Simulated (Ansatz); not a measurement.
**Calculated field gradients at the nuclei for SnO**

The cell is a measured structure from the Crystallography Open Database (COD) whose atoms were relaxed with PBE, the cell held.

```xyz
4
Lattice="3.7986 0.0000 0.0000 0.0000 3.7986 0.0000 0.0000 0.0000 4.8408" Properties=species:S:1:pos:R:3 pbc="T T T"
Sn    1.8993    0.0000    1.1728
Sn    0.0000    1.8993    3.6680
O     0.0000    0.0000    0.0000
O     1.8993    1.8993    0.0000
```

Sites (sets of like atoms) are named by element and the number of their first atom in this list.

All values are calculated (Ansatz; DFT, LDA, plane waves and PAW, scalar-relativistic, 420 eV cutoff, Γ-centred 12×12×10 k-points, Fermi–Dirac smearing 0.05 eV), not measured.

V_zz is the principal component of the electric field gradient with the largest magnitude, η = (V_xx − V_yy)/V_zz and C_Q = eQV_zz/h. Directions are in the Cartesian axes of the cell vectors above, for the atom listed; none is given where the gradient is under 0.02 or η is above 0.95.

```json
{"site": "Sn", "first atom": "1", "first shell": "4 O at 2.23 Å", "V_zz (10²¹ V/m²)": "-17.20", "η": "0.00", "direction of V_zz (x, y, z)": "0.00 0.00 1.00"}
{"site": "O", "first atom": "3", "first shell": "4 Sn at 2.23 Å", "V_zz (10²¹ V/m²)": "0.66", "η": "0.00", "direction of V_zz (x, y, z)": "0.00 0.00 1.00"}
```

An axis of threefold or higher order runs through Sn and O, so V_zz lies along it and η is zero.

The largest force is 0.6 eV/Å, so the atoms aren't at the calculated equilibrium and relaxing them would move these values. With no gap above 0.1 eV, as in a metal, the gradients converge slowly in k; expect changes of a tenth or more on a denser mesh. Without spin–orbit coupling (the program notes it for Sn) the gradients can shift somewhat, as the gap is small. Semilocal functionals make gaps too small and can close them, so the real compound need not be a metal.

The run took 9.9 s of wall time (9.9 s of CPU time) and 0.55 GiB at its peak, on 1 thread of Intel Xeon 6975P-C (Granite Rapids) (x86_64; 16 cores open to the job, memory cap 3.0 GiB, no GPU), a shared host with a load of 0.6 a core.
